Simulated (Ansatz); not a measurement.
**AlNi2: do energies and stresses tell the same story?**

Method: DFT PBEsol, scalar-relativistic, plane waves, PAW (Ansatz).

Cutoff 420 eV; k points 12×12×8 on the computed 6-atom cell (Γ-centred); Gaussian smearing, width 0.10 eV; no spin polarisation.

Relaxed cell: P-3m1, a = 3.975 Å, b = 3.975 Å, c = 4.906 Å, α = 90.00°, β = 90.00°, γ = 120.00°, 6 atoms in the primitive cell. Whether it is the stable form of this composition wasn't checked.

Energies at zero smearing and pressures from the stress tensor, at volumes with shape and atoms relaxed:
| V (Å³/atom) | E − E(first) (meV/atom) | P (GPa) |
| --- | --- | --- |
| 9.846 | 0.00 | 32.33 |
| 10.181 | -56.71 | 22.13 |
| 10.517 | -93.75 | 13.50 |
| 10.853 | -114.13 | 6.20 |
| 11.188 | -120.40 | 0.00 |
| 11.524 | -114.71 | -5.25 |
| 11.860 | -98.88 | -9.70 |
| 12.307 | -64.68 | -14.58 |

Task: Check P = −dE/dV between neighbouring volumes, and get the bulk modulus from the pressures alone.

Result: With 1 eV/Å³ = 160.2 GPa:
```
middle V (Å³/atom)  −ΔE/ΔV (GPa) mean P (GPa)
            10.014        27.071        27.231
            10.349        17.680        17.818
            10.685         9.729         9.850
            11.020         2.993         3.098
            11.356        -2.718        -2.626
            11.692        -7.553        -7.475
            12.083       -12.247       -12.138
```

The two differ by 0.16 GPa at most. The mean of two end pressures misses the average over a step by about ΔV² P″/12, up to 0.14 GPa here; with that taken off 0.02 GPa remains. Around V = 11.188 Å³/atom, the two neighbours give B = −V ΔP/ΔV = 11.188 × 11.45 / 0.671 = 190.8 GPa, against B0 = 189.7 GPa from the Birch–Murnaghan fit of the energies.

A ferromagnetic start lost its moments in a first run, so spin was left out; other magnetic orders weren't tried.